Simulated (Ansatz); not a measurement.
The elements of this relaxed trial crystal are hidden behind letters.

```
lattice vectors (Å)
   4.3589    0.0000    0.0000
  -2.1794    3.7749    0.0000
   0.0000    0.0000    8.0069
fractional positions
X 0.0000 0.0000 0.0000
Z 0.3333 0.6667 0.6284
Z 0.6667 0.3333 0.3716
Q 0.3333 0.6667 0.2827
Q 0.6667 0.3333 0.7173
```

Theory: Ansatz, DFT PBE, scalar-relativistic, plane waves, PAW. Plane waves to 420 eV, a 12×12×6 mesh through Γ for the 5-atom cell and 0.10 eV Gaussian smearing; no spin polarisation.

| Property | Result |
| --- | --- |
| Space group | P-3m1 (No. 164) |
| Conventional cell | a = 4.359 Å, c = 8.007 Å |
| Volume per atom | 26.35 Å³ |
| Density | 4.11 g/cm³ |
| Energy over the elements | −0.19 eV/atom |
| Gap on the 12×12×6 mesh of the 5-atom cell | 0 eV (a metal) |

Energies are uncorrected and count from the elements' standard states at the same level.

Q: X is an s-block element of period 4, Z is a d-block element of period 5 and Q is a p-block element of period 3. Which elements are they?

A: X = K, Z = Cd, Q = P, so the formula is KCd2P2. Density times volume gives a mean mass of 4.11 × 26.35/1.6605 = 65.2 u per atom, and this set has 65.2 u. K has 6 P at 3.38 Å; Cd is surrounded by 4 P at 2.62–2.77 Å and 3 Cd at 3.25 Å; P has 4 Cd at 2.62–2.77 Å and 3 K at 3.38 Å. Other sets within the hints have nearly the same mass, so mass alone doesn't settle it; this one was computed.

An odd number of electrons in the primitive cell allows no gap without spin; a larger cell or a magnetic state could open one. The cell is a metal run without spin; a magnetic state may lie lower. Symmetry constrained the relaxation, so the result can be a saddle point.
